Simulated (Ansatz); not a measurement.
**Phonons of Pb (P6_3/mmc)**

```xyz
2
Lattice="3.4729 0.0000 0.0000 -1.7364 3.0076 0.0000 0.0000 0.0000 5.7147" Properties=species:S:1:pos:R:3 pbc="T T T"
Pb    0.0000    2.0051    1.4287
Pb    1.7364    1.0025    4.2860
```

Conventional cell: a = 3.473 Å, b = 3.473 Å, c = 5.715 Å, α = 90.00°, β = 90.00°, γ = 120.00°. Pb (atom 1) has 12 Pb at 3.47 to 3.49 Å as nearest neighbours.

Level of theory, where no other is named: PBEsol, all-electron LAPW in Ansatz 0.2.0, scalar-relativistic. k mesh 12×12×6, Fermi-Dirac smearing of 0.100 eV, basis error target 1 meV/atom. The cell was relaxed by PAW under this functional. The structure is one entry of a database and needn't be the stable phase.

Atoms are displaced by 0.01 Å in the smallest supercells that hold the wave vectors of a 2×2×2 mesh. Negative values stand for unstable modes.

Problem. What are the phonon energies at the solved wave vectors, in cm⁻¹?

Solution. 

| q | point | modes (cm⁻¹) |
| --- | --- | --- |
| 0.000 0.000 0.000 | Gamma | 26.1 (×2), 74.7 |
| 0.500 0.000 0.000 | M | 29.9, 36.0, 41.6, 60.6, 61.3, 75.9 |
| 0.000 0.000 0.500 | A | 18.6 (×4), 62.0 (×2) |
| 0.500 0.000 0.500 | L | 41.5 (×2), 42.5 (×2), 71.5 (×2) |

Problem. Is the structure dynamically stable at these wave vectors?

Solution. Yes, no mode is unstable there, though one zone-boundary mode is very soft; wave vectors off this mesh aren't tested.

Problem. How do the optical zone-centre modes decompose, and which are active?

Solution. Point group 6/mmm: Γ_opt = E2g + B1g.

```
label  cm⁻¹  activity      mostly
  E2g  26.1     Raman  Pb (100 %)
  B1g  74.7    silent  Pb (100 %)
```

Problem. How well do frozen-core PAW files reproduce these all-electron values?

Solution. With a cutoff of 420 eV and displacements of 0.0025 Å, the r.m.s. difference over the modes is 0.0 cm⁻¹; the largest difference is 74.7 (PAW) against 74.7 cm⁻¹ (LAPW).

Caveats: responses of metals move with mesh and smearing; no spin-orbit coupling on heavy atoms; a very soft zone-boundary mode, near an instability or sensitive to the mesh; the frozen-core PAW files of the compared runs were fitted under PBE, their cores solved anew for this functional.
